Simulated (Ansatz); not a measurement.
One crystal and one scan (scan of one atom of the cell) at two levels, PBE (plane waves to 420 eV, PAW, scalar-relativistic; Ansatz, a program for electronic structure) and r2SCAN (plane waves to 500 eV, PAW, scalar-relativistic; Ansatz), each from its own relaxed cell and on its own mesh. The cell shown is that of PBE.

Relaxed SnTe (rock salt):

```
CELL_PARAMETERS angstrom
      0.00000     3.20463     3.20463
      3.20463     0.00000     3.20463
      3.20463     3.20463     0.00000
ATOMIC_POSITIONS crystal
  Te 0.00000 0.00000 0.00000
  Sn 0.50000 0.50000 0.50000
```

In each cell atom 2 (Sn, nearest neighbour Te at 3.205 Å; its periodic images, 4.5 Å or more away, move with it) moves by s·(0.707, 0.707, 0.000) (along Cartesian [110]), the rest being held.

Energies are smeared free energies. SnTe was relaxed with its symmetry unable to fall. Spin-orbit coupling is left out, though Te is heavy. The PAW data are Ansatz's earlier set. Both scans cover s from -0.960 to 0.960 Å.

ΔE (meV/cell), each from the undisplaced structure of its own level:

```csv
s (Å),PBE,r2SCAN
-0.960,1145,withheld
-0.768,584,594
-0.576,225,218
-0.384,49,40
-0.192,1,-3
0.000,0,0
0.192,1,-3
0.384,49,40
0.576,225,218
0.768,584,594
0.960,1145,withheld
```

Q: Estimate the r2SCAN value at 0.960 from the PBE value there and the ratio of the two levels in the two nearest given rows on that side of the minimum.

A: At 0.768 and 0.576 the ratio r2SCAN/PBE averages 0.993, which gives 0.993 × 1145 = 1137 meV/cell. The calculation gives 1187 meV/cell, +3.7 % against PBE.

(A displaced cell: forces are minus the slopes of the energy, force constants its curvatures, and phonons follow from these.)
